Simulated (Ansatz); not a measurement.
## TiO2 with Cr replacing Ti: do the settings matter for the field gradients?

Cell: a supercell of TiO2 (rutile type, P4_2/mnm) built from a COD entry, with all atoms left at the host's positions.

Space group Pmmm (No. 47); a = 6.4944, b = 6.4944, c = 8.8722 Å.

| site | Wyckoff | site symmetry | x | y | z |
| --- | --- | --- | --- | --- | --- |
| Cr | 1a | mmm | 0.0000 | 0.0000 | 0.0000 |
| Ti2 | 2q | mm2 | 0.0000 | 0.0000 | 0.3333 |
| Ti4 | 1f | mmm | 0.5000 | 0.5000 | 0.0000 |
| Ti5 | 2t | mm2 | 0.5000 | 0.5000 | 0.3333 |
| Ti7 | 2s | mm2 | 0.5000 | 0.0000 | 0.1667 |
| Ti8 | 1d | mmm | 0.5000 | 0.0000 | 0.5000 |
| Ti10 | 2r | mm2 | 0.0000 | 0.5000 | 0.1667 |
| Ti11 | 1g | mmm | 0.0000 | 0.5000 | 0.5000 |
| O13 | 2i | 2mm | 0.3050 | 0.0000 | 0.0000 |
| O14 | 4w | .m. | 0.3050 | 0.0000 | 0.3333 |
| O16 | 2k | 2mm | 0.8050 | 0.5000 | 0.0000 |
| O17 | 4x | .m. | 0.8050 | 0.5000 | 0.3333 |
| O19 | 4v | m.. | 0.5000 | 0.3050 | 0.1667 |
| O20 | 2p | m2m | 0.5000 | 0.3050 | 0.5000 |
| O22 | 4u | m.. | 0.0000 | 0.8050 | 0.1667 |
| O23 | 2n | m2m | 0.0000 | 0.8050 | 0.5000 |

One atom of each set is listed.

Reference run. The numbers come from a DFT calculation in Ansatz (PBE, plane waves and PAW, scalar-relativistic, collinear spin, 420 eV cutoff, Γ-centred 3×3×2 k-points, Fermi–Dirac smearing 0.01 eV, cell charge -1). Start moments as typed (μB): 3 on each Cr, none on the rest.

Question: The input is changed as follows: `kpoints.mp_grid.grid`: [3, 3, 2] → [3, 2, 3]; `scf.max_iter`: not typed → 60. What happens to V_zz (10²¹ V/m²) and η?

Answer: 

```tsv
site	V_zz reference	η reference	V_zz changed	η changed
Cr	2.47	0.02	2.42	0.02
Ti5	-2.20	0.24	-2.17	0.25
Ti7	-2.44	0.46	-2.37	0.40
Ti8	-2.44	0.44	-2.37	0.38
Ti10	-1.27	0.82	-1.25	0.92
Ti11	-2.16	0.16	-2.11	0.08
O13	3.71	0.52	3.71	0.53
O17	-2.51	1.00	-2.52	0.99
O19	2.39	0.98	-2.29	0.96
O20	2.42	0.99	-2.33	0.95
O22	3.15	0.93	3.12	0.93
O23	2.48	0.80	2.34	0.85
```

The largest change of V_zz along a kept axis is on O23, from 2.48 to 2.34. In per cent, |V_zz| changes by -2 on Cr, -3 to -1 on Ti, -6 to 0 on O (all sites that start above 0.5, bar those whose gradient vanishes or changes sign or whose main axis turns by over 40°). On O20, O19 the largest principal value lies along another axis in the second run, so the two V_zz can't be compared directly. The table leaves out 4 of the 16 sites, with |V_zz| up to 2.63; their tensors move by 0.04 at most along any direction. The statements above cover all sites. That the mesh alone moves the values this far shows that they aren't yet converged in k-points. SCF iterations: 15 and 16.

On the reference run: The defect repeats with the cell of 36 atoms, so it feels its images: sites between two images don't show the values beside a lone defect, and zeros or small values of η there can come from the images' arrangement. O and Ti carry a gradient in the pure host already, so the values there aren't the defect's effect alone. A uniform background compensates the cell's charge. The neighbours have not yet relaxed around the defect (largest force 1.3 eV/Å), so a real crystal will differ.
